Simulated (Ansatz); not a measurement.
Data:

Cu3Pd:
```cif
data_Cu3Pd
_chemical_formula_sum 'Cu3 Pd1'
_space_group_name_H-M_alt 'Pm-3m'
_space_group_IT_number 221
_space_group_name_Hall '-P 4 2 3'
_cell_length_a 3.67309
_cell_length_b 3.67309
_cell_length_c 3.67309
_cell_angle_alpha 90.000
_cell_angle_beta 90.000
_cell_angle_gamma 90.000
loop_
_atom_site_label
_atom_site_type_symbol
_atom_site_symmetry_multiplicity
_atom_site_Wyckoff_symbol
_atom_site_fract_x
_atom_site_fract_y
_atom_site_fract_z
_atom_site_occupancy
Cu1 Cu 3 c 0.00000 0.50000 0.50000 1
Pd1 Pd 1 a 0.00000 0.00000 0.00000 1
```

This is the r²SCAN-relaxed structure.

**Question.** All from r²SCAN in the plane-wave PAW code Ansatz, unless another level is named. Estimate the density of states at the Fermi level.

**Answer.** 0.46 states/eV per atom (mean over ±0.08 eV).

**Question.** And the formation energy from the elements (no fitted shifts)?

**Answer.** -0.10 eV/atom.

**Question.** Give the gap with spin–orbit coupling.

**Answer.** none (metallic).

The workflow started from an entry of the Crystallography Open Database (COD), which files this formula under 3 space groups. Whether it is the stable phase at ambient conditions was not checked. Symmetry was held in the r²SCAN relaxation; of distortions, only those at the zone centre were tested. The run is not spin-polarised. The references are the lowest solids computed at this level, not always the standard phases. Scalar-relativistic: spin–orbit coupling is off unless named, which matters more the heavier the elements.

Potentials: the later of the program's two PAW sets.
